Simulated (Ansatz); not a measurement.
AlRu₂C:
```
AlRu2C
1.0
    2.86334     0.00000     0.00000
   -1.43167     2.47972     0.00000
    0.00000     0.00000    13.32906
Al Ru C
2 4 2
Direct
  0.66667   0.33333   0.25000
  0.33333   0.66667   0.75000
  0.33333   0.66667   0.40442
  0.66667   0.33333   0.59558
  0.66667   0.33333   0.90442
  0.33333   0.66667   0.09558
  0.00000   0.00000   0.50000
  0.00000   0.00000   0.00000
```

Relaxed with PBEsol. Special points in fractions of this cell's reciprocal vectors: Γ (0.000, 0.000, 0.000); M (0.500, 0.000, 0.000); K (0.333, 0.333, 0.000); A (0.000, 0.000, 0.500); L (0.500, 0.000, 0.500); H (0.333, 0.333, 0.500).

Problem. List the band energies nearest the Fermi level at these points for DFT-PBEsol in the program Ansatz with PAW potentials.

Solution. In eV from the Fermi level; about four levels below and three above (degenerate sets whole), none deeper than 8.9 eV; points with the same levels are listed once.

```json
[
 {"k": "Γ", "below": "-0.90 -0.90 -0.82 -0.82", "above": "0.96 1.21 4.14 4.14"},
 {"k": "M", "below": "-1.02 -0.95 -0.86 -0.70", "above": "0.41 0.43 0.66"},
 {"k": "K", "below": "-2.91 -2.91 -2.75 -0.77 -0.77", "above": "0.00 0.00 0.55"},
 {"k": "A", "below": "-0.86 -0.86 -0.86 -0.86", "above": "1.08 1.08 4.18 4.18 4.18 4.18"},
 {"k": "L", "below": "-1.11 -1.11 -0.99 -0.99", "above": "0.04 0.04 0.42 0.42"},
 {"k": "H", "below": "-2.89 -2.89 -0.81 -0.81", "above": "0.15 0.15 0.79 0.79"}
]
```

Space group P6_3/mmc. The start of the workflow was typed in or built on a structure type; neither database checked (COD, Materials Project) lists it. Its standing as an ambient phase is unchecked. The cell was relaxed with PBEsol under the symmetry of its start; its stability against distortions is not shown here. No spin polarisation was allowed. Scalar-relativistic: spin–orbit coupling is off unless named, which matters more the heavier the elements.

Potentials: the later of the program's two PAW sets.
